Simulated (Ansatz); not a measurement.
Nb$_{2}$B$_{3}$:
```cif
data_B6Nb4
_chemical_formula_sum 'Nb4 B6'
_space_group_name_H-M_alt 'P 1'
_space_group_IT_number 1
_cell_length_a 9.88479
_cell_length_b 9.88479
_cell_length_c 3.12845
_cell_angle_alpha 90.000
_cell_angle_beta 90.000
_cell_angle_gamma 160.738
loop_
_space_group_symop_operation_xyz
  'x, y, z'
loop_
_atom_site_label
_atom_site_type_symbol
_atom_site_fract_x
_atom_site_fract_y
_atom_site_fract_z
_atom_site_occupancy
Nb1 Nb 0.56890 0.43110 0.25000 1
Nb2 Nb 0.43110 0.56890 0.75000 1
Nb3 Nb 0.29748 0.70252 0.25000 1
Nb4 Nb 0.70252 0.29748 0.75000 1
B1 B 0.97709 0.02291 0.25000 1
B2 B 0.02291 0.97709 0.75000 1
B3 B 0.88434 0.11566 0.25000 1
B4 B 0.11566 0.88434 0.75000 1
B5 B 0.16506 0.83494 0.25000 1
B6 B 0.83494 0.16506 0.75000 1
```

Relaxed with r²SCAN.

Task: Which orbitals make up the states near the Fermi level in the program Ansatz at the r²SCAN level (PAW)?

Result: Within 0.5 eV of the Fermi level: Nb 4d 81 %, B 2p 16 %. Projections are on Löwdin-orthogonalised atomic valence shells; empty p or d shells of many metals are not among them.

Task: Tabulate the density of states.

Result: States/eV per cell of 10 atoms, in 0.25 eV bins, energy from the Fermi level.

```tsv
E (eV)	total	Nb 4d	B 2p	B 2s
-7.85	1.36	0.33	0.69	0.23
-7.60	1.64	0.40	0.86	0.23
-7.35	1.76	0.47	0.88	0.25
-7.10	3.20	0.94	1.51	0.45
-6.85	2.43	0.61	1.32	0.20
-6.60	1.79	0.43	1.06	0.12
-6.35	2.93	0.72	1.80	0.16
-6.10	4.17	1.04	2.66	0.16
-5.85	4.36	1.18	2.68	0.16
-5.60	3.89	1.32	2.16	0.12
-5.35	3.85	1.40	2.05	0.11
-5.10	4.22	1.66	2.17	0.12
-4.85	6.20	2.62	3.17	0.13
-4.60	6.06	2.69	2.96	0.15
-4.35	6.12	2.80	2.95	0.13
-4.10	8.19	3.80	3.94	0.16
-3.85	6.01	3.07	2.60	0.12
-3.60	7.04	3.65	2.98	0.12
-3.35	5.10	2.94	1.84	0.11
-3.10	4.19	2.44	1.44	0.10
-2.85	2.80	1.71	0.89	0.07
-2.60	1.71	1.15	0.47	0.03
-2.35	3.28	2.55	0.51	0.05
-2.10	5.31	4.19	0.77	0.07
-1.85	3.72	2.82	0.69	0.04
-1.60	2.42	1.88	0.44	0.02
-1.35	1.46	1.20	0.22	0.01
-1.10	1.04	0.84	0.18	0.01
-0.85	1.58	1.27	0.28	0.01
-0.60	2.23	1.81	0.37	0.01
-0.35	2.50	2.02	0.42	0.02
-0.10	2.84	2.30	0.46	0.02
0.15	2.64	2.14	0.42	0.02
0.40	3.21	2.59	0.52	0.03
0.65	3.41	2.70	0.58	0.05
0.90	3.64	2.83	0.65	0.06
1.15	4.18	3.23	0.75	0.08
1.40	5.00	3.79	0.92	0.13
1.65	4.91	3.74	0.89	0.14
1.90	5.35	4.05	0.97	0.17
2.15	5.40	4.11	0.94	0.19
2.40	5.49	4.21	0.92	0.20
2.65	6.53	5.03	1.08	0.25
2.90	7.66	6.09	1.12	0.26
3.15	6.64	5.27	0.97	0.24
3.40	5.15	3.83	0.92	0.25
3.65	4.96	3.54	0.97	0.30
3.90	5.11	3.51	1.10	0.33
4.15	4.08	2.50	1.07	0.32
4.40	4.24	2.35	1.18	0.47
4.65	3.33	1.71	0.99	0.38
```

Space group Cmcm. The workflow started from a Materials Project entry (that database holds measured and hypothetical structures alike); the Crystallography Open Database copy checked does not list it. Whether it is the stable phase at ambient conditions was not checked. The cell was relaxed with r²SCAN under the symmetry of its start; its stability against distortions is not shown here. The run is not spin-polarised. Spin–orbit coupling is left out wherever it is not named.

Potentials: the later of the program's two PAW sets.
